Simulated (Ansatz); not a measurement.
An element in the bcc structure gives these cold pressures by all-electron LAPW under LDA (Ansatz 0.2.0, scalar-relativistic, no spin polarisation).

```json
{"V (Å³/atom)": "19.02", "P (GPa)": "0.01"}
{"V (Å³/atom)": "17.50", "P (GPa)": "1.46"}
{"V (Å³/atom)": "15.98", "P (GPa)": "3.54"}
{"V (Å³/atom)": "14.46", "P (GPa)": "6.58"}
{"V (Å³/atom)": "12.93", "P (GPa)": "11.15"}
{"V (Å³/atom)": "11.41", "P (GPa)": "18.24"}
{"V (Å³/atom)": "9.89", "P (GPa)": "29.8"}
{"V (Å³/atom)": "8.56", "P (GPa)": "46.4"}
```

Q: Which element is it?

A: Li. Its zero-pressure volume in this structure is near 19.0 Å³/atom; the volume and the steepness of P(V) together point to it, though neighbours can come close. Neighbours weren't tried against these numbers.
